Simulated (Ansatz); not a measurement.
Ti3Al (D019 type, space group P6_3/mmc)

```
CELL_PARAMETERS angstrom
      5.74712     0.00000     0.00000
     -2.87356     4.97715     0.00000
      0.00000     0.00000     4.63151
ATOMIC_POSITIONS crystal
  Ti 0.82982 0.65965 0.25000
  Ti 0.17018 0.82982 0.75000
  Ti 0.34035 0.17018 0.25000
  Ti 0.17018 0.34035 0.75000
  Ti 0.82982 0.17018 0.25000
  Ti 0.65965 0.82982 0.75000
  Al 0.33333 0.66667 0.25000
  Al 0.66667 0.33333 0.75000
```

The slice is a (-1 1 0 0) plane (indices of the conventional cell) through the point (0.170, 0.830, 0.750) (fractional), spanned by u = [001] and v = [110] in vectors of this cell: u (4.63 Å) and v (5.75 Å, at 90° to u). It covers one period; positions are fractions (u, v).

Calculation: r2SCAN (plane waves to 500 eV, PAW, scalar-relativistic; Ansatz, an electronic-structure program). k mesh 10×10×10. Near the nuclei the fields are pseudised (PAW); where an atom keeps semicore shells as valence, they peak there. Ti3Al is run without spin polarisation. Ti3Al was relaxed with its symmetry unable to fall.

Three fields on this plane, each scaled to ten steps between its own extremes (0 low, 9 high; the total valence density on a logarithmic scale, the potential cut 8 eV below its top; x marks points blanked near nuclei; v = 0 in the bottom row):

Map A
```
|xxxx932233332239xxx|
|xxxx511223322115xxx|
|xxx72001344310027xx|
|xx5100026xx6200015x|
|22100014xxxx4100012|
|11100016xxxx6100011|
|33211015xxxx5101123|
|xx3321148xx8411233x|
|xxx33223588532233xx|
|xxxx432356653234xxx|
|xxxx443455554344xxx|
|xxxxx4345665434xxxx|
|xxxx443455554344xxx|
|xxxx432356653234xxx|
|xxx33223588532233xx|
|xx3321148xx8411233x|
|33211015xxxx5101123|
|11100016xxxx6100011|
|22100014xxxx4100012|
|xx5100026xx6200015x|
|xxx72001344310027xx|
|xxxx511223322115xxx|
|xxxx932233332239xxx|
|xxxxx4223333224xxxx|
```

Map B
```
|xxxx058999999850xxx|
|xxxx057876678750xxx|
|xxx03675322357630xx|
|xx0467520xx0257640x|
|34578740xxxx0478754|
|67899740xxxx0479987|
|55789740xxxx0479875|
|xx2677620xx0267762x|
|xxx05775311357750xx|
|xxxx278765567872xxx|
|xxxx069998899960xxx|
|xxxxx6999999996xxxx|
|xxxx069998899960xxx|
|xxxx278765567872xxx|
|xxx05775311357750xx|
|xx2677620xx0267762x|
|55789740xxxx0479875|
|67899740xxxx0479987|
|34578740xxxx0478754|
|xx0467520xx0257640x|
|xxx03675322357630xx|
|xxxx057876678750xxx|
|xxxx058999999850xxx|
|xxxxx4899999984xxxx|
```

Map C
```
|xxxx126777777621xxx|
|xxxx024543345420xxx|
|xxx00231000013200xx|
|xx0012100xx0012100x|
|00134200xxxx0024310|
|44565300xxxx0035654|
|77876300xxxx0036787|
|xx8874100xx0014788x|
|xxx87631111113678xx|
|xxxx876544445678xxx|
|xxxx888888888888xxx|
|xxxxx9889999889xxxx|
|xxxx888888888888xxx|
|xxxx876544445678xxx|
|xxx87631111113678xx|
|xx8874100xx0014788x|
|77876300xxxx0036787|
|44565300xxxx0035654|
|00134200xxxx0024310|
|xx0012100xx0012100x|
|xxx00231000013200xx|
|xxxx024543345420xxx|
|xxxx126777777621xxx|
|xxxxx2688888862xxxx|
```

**Question.** Assign the maps to these fields: electron localisation function (ELF); valence electron density; electrostatic potential energy of an electron, from the cell's mean.

**Answer.** A is the valence electron density; B is the electrostatic potential energy of an electron, from the cell's mean; C is the electron localisation function (ELF).
